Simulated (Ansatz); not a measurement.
The cell of BiH4 is invented: random cell by space group and Wyckoff sites (P4/mmm, No. 123). Lengths were set from tabulated atomic sizes, so they are only a guess.

```cif
data_structure
_symmetry_space_group_name_H-M 'P 1'
_symmetry_Int_Tables_number 1
_cell_length_a 3.4664
_cell_length_b 3.4664
_cell_length_c 5.0802
_cell_angle_alpha 90.000
_cell_angle_beta 90.000
_cell_angle_gamma 90.000
_cell_volume 61.05
loop_
_atom_site_label
_atom_site_type_symbol
_atom_site_fract_x
_atom_site_fract_y
_atom_site_fract_z
_atom_site_occupancy
Bi1 Bi 0.00000 0.00000 0.00000 1
H1 H 0.00000 0.00000 0.50000 1
H2 H 0.50000 0.50000 0.00000 1
H3 H 0.00000 0.50000 0.50000 1
H4 H 0.50000 0.00000 0.50000 1
```

Computed with DFT PBE, scalar-relativistic, plane waves, PAW (Ansatz 0.2.0). Cutoff 420 eV, Gaussian smearing, Γ-centred meshes. Cell and atoms relax first on a coarse mesh and then on a finer one. In between, the cell is made exact in the group found at 0.06 Å. In metals the finer mesh still leaves noise of several meV/atom or more. The steps can't lower the symmetry of their start. No spin polarisation.

A guess keeps its type if space group and coordination stay and the shape of the cell changes little (axis ratios within about 15 %, angles within 6°); the volume may change.

Q: Does this structure survive the relaxation?

A: It keeps its type. The symmetry stays P4/mmm (No. 123). The volume per atom shrinks by 20.7 %, from 12.2 to 9.7 Å³. The shortest distance goes from 1.73 Å (H–H) to 1.66 Å (H–H). The ratio c/a of the conventional cell changes by a factor of 0.90. Counting neighbours within 15 % of an atom's shortest distance, the start has Bi 6, H 2/4 and the end Bi 6, H 2/4.

The last run used a 12×12×8 mesh (in the run's order of axes) for its 5-atom cell and Gaussian smearing of 0.10 eV. These runs have no spin–orbit coupling, which can matter for Bi. The cell is a metal run without spin; a magnetic state may lie lower. A structure relaxed within its symmetry needn't be a true minimum. Another cell of BiH4 relaxed alike, in Im-3m, lies 258 meV/atom lower, so this cell isn't the stable form at this level.

In counts of neighbours, a slash parts the counts of unlike sites.
